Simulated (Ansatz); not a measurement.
Consider the following.

Ge:
Space group R-3, hexagonal axes (No. 148); a = b = 9.8459 Å, c = 5.8599 Å, α = β = 90.00°, γ = 120.00°

| atom | site | symmetry | x | y | z |
|---|---|---|---|---|---|
| Ge | 6c | 3. | 0.0000 | 0.0000 | 0.2841 |
| Ge | 18f | 1 | 0.0372 | 0.2669 | 0.2366 |
(The calculation used a cell of 8 atoms; values per cell refer to that cell.)

This is the PBEsol-relaxed structure.

Task: All from plane-wave PAW PBEsol (Ansatz code), unless another level is named. Estimate the electronic character.

Result: metallic (no gap).

Task: What about the density of states at the Fermi level?

Result: 0.12 states/eV per atom (mean over ±0.08 eV).

Task: Predict the gap with spin–orbit coupling.

Result: none (metallic).

The workflow started from a Materials Project entry (that database holds measured and hypothetical structures alike); the Crystallography Open Database copy checked does not list it. It is not the phase usual at ambient conditions (space group No. 227). The PBEsol relaxation kept the symmetry of its start; whether a distortion lowers the energy is not shown. Scalar-relativistic: spin–orbit coupling is off unless named, which matters more the heavier the elements.

Potentials: the later of the program's two PAW sets.
